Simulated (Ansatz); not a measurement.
**Two inputs for CO2**

Cell: a Materials Project structure (computed, not necessarily an observed phase), taken as it stands.

```xyz
12
Lattice="5.4971 0.0000 0.0000 0.0000 5.4971 0.0000 0.0000 0.0000 5.4971" Properties=species:S:1:pos:R:3 pbc="T T T"
C     0.0000    0.0000    0.0000
C     2.7485    0.0000    2.7485
C     2.7485    2.7485    0.0000
C     0.0000    2.7485    2.7485
O     0.6736    0.6736    0.6736
O     2.0749    4.8235    3.4221
O     3.4221    2.0749    4.8235
O     4.8235    3.4221    2.0749
O     4.8235    4.8235    4.8235
O     3.4221    0.6736    2.0749
O     2.0749    3.4221    0.6736
O     0.6736    2.0749    3.4221
```

Atom numbers follow the list; atoms alike are taken as one site, whose name carries the number of the first.

Reference run. All values are calculated (Ansatz; DFT, PBE, plane waves and PAW (field gradients read without the response of the frozen cores, which leaves them typically 4 to 6 % off), scalar-relativistic, 420 eV cutoff, Γ-centred 4×4×4 k-points, Fermi–Dirac smearing 0.02 eV), not measured.

Question: The input is changed as follows: `crystal.lattice`: [[5.49707328, 0.0, 0.0], [0.0, 5.49707328, 0.0], [0.0, 0.0, 5.49707328]] → [[4.39765862, 0.0, 0.0], [0.0, 4.39765862, 0.0], [0.0, 0.0, 4.39765862]]; `scf.max_iter`: not typed → 50. What happens to V_zz (10²¹ V/m²) and η?

Answer: 

| site | atom | V_zz reference | η reference | V_zz changed | η changed |
| --- | --- | --- | --- | --- | --- |
| C | 1 | -2.64 | 0.00 | -0.95 | 0.00 |
| O | 5 | 7.47 | 0.00 | -1.83 | 0.00 |

The largest change of V_zz is on O, from 7.47 to -1.83. In per cent, |V_zz| changes by -64 on C (all sites that start above 0.5, bar those whose gradient vanishes or changes sign or whose main axis turns by over 40°). V_zz changes sign on O (same axis). At these positions the changed run has forces up to 54.8 eV/Å, so its atoms aren't at their own equilibrium. Its pressure is 299 GPa, against 3 GPa in the reference run. SCF iterations: 7 and 7. The changed input holds a lattice far too small, so its numbers aren't properties of the crystal.
